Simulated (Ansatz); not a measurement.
Relaxed-ion elastic tensor of C (graphite, P6_3/mmc) in GPa (Voigt order), PBE+D3(BJ) (plane waves, PAW; program Ansatz); density 2.24 g/cm³, 8.89 Å³ per atom.

```
1040   184  -7.1   0.0   0.0   0.0
 184  1040  -7.1   0.0   0.0   0.0
-7.1  -7.1  30.4   0.0   0.0   0.0
 0.0   0.0   0.0   3.5   0.0   0.0
 0.0   0.0   0.0   0.0   3.5   0.0
 0.0   0.0   0.0   0.0   0.0   428
```

Problem. Is the crystal mechanically stable?

Solution. Yes: the smallest eigenvalue of C is 3.5 GPa.

Problem. Work out the Voigt and Reuss bounds. Is their mean of use?

Solution. K_V = 272, K_R = 28.3; G_V = 216, G_R = 8.0 GPa. The bounds lie so far apart that a Hill average or a Debye temperature from it would say little.

The cell was relaxed with PBE+D3(BJ) under the symmetry of its start. As this level gives no gap, shear constants depend on the k-mesh and smearing (Fermi–Dirac, 0.1 eV here).

Potentials: the later of the program's two PAW sets.
